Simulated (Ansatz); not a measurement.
Ge3N4:
Space group Fd-3m, origin choice 1 (No. 227); a = b = c = 8.231 Å, α = β = γ = 90.00°

| atom | site | symmetry | x | y | z |
|---|---|---|---|---|---|
| Ge | 16c | .-3m | 0.1250 | 0.1250 | 0.1250 |
| Ge | 8b | -43m | 0.5000 | 0.5000 | 0.5000 |
| N | 32e | .3m | 0.3669 | 0.3669 | 0.3669 |
(The calculation used a cell of 14 atoms; values per cell refer to that cell.)

This is the PBEsol-relaxed structure.

**Question.** All from the program Ansatz at the PBEsol level (PAW), unless another level is named. Predict the Debye temperature from the elastic constants.

**Answer.** 774 K.

**Question.** And the elastic constants (relaxed ions, GPa)?

**Answer.** C11 = 378, C12 = 161, C44 = 224.

Symmetry was held in the PBEsol relaxation.

Potentials: the later of the program's two PAW sets.
